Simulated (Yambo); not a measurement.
```
RbHgF3
1.0
    4.54922     0.00000     0.00000
    0.00000     4.54922     0.00000
    0.00000     0.00000     4.54922
F Rb Hg
3 1 1
Direct
  0.50000   0.00000   0.50000
  0.00000   0.50000   0.50000
  0.50000   0.50000   0.00000
  0.00000   0.00000   0.00000
  0.50000   0.50000   0.50000
```

RbHgF₃ (cubic perovskite, space group Pm-3m, No. 221): mean Im ε in 1 eV windows above the direct gap of 5.31 eV, for different electron-hole kernels (Yambo, broadening 0.15 eV, norm-conserving LDA (Quantum ESPRESSO, 84 Ry, without SOC) bands; 8×8×8 mesh, 14 valence and 1 conduction bands, static screening with 60 bands and a 3 Ry block, scissor 2.53 eV, Tamm-Dancoff; field along x).

```csv
window (eV),independent quasiparticles,BSE
5.3 to 6.3,1.7,3.0
6.3 to 7.3,2.9,0.8
7.3 to 8.3,1.4,0.3
```

This run doesn't resolve bound excitons or single peaks, so only averages are given, and they too depend on the mesh; weight that the attraction moves below the gap isn't listed. All transitions below 8.83 eV are in the band window. The scissor comes from a G0W0 run whose convergence isn't established.

Without spin-orbit coupling, band edges of such heavy elements can be off by tenths of an eV. The cell is held in this high symmetry; tilts and polar distortions were not searched.

Geometry of the Materials Project entry, not relaxed at this level.
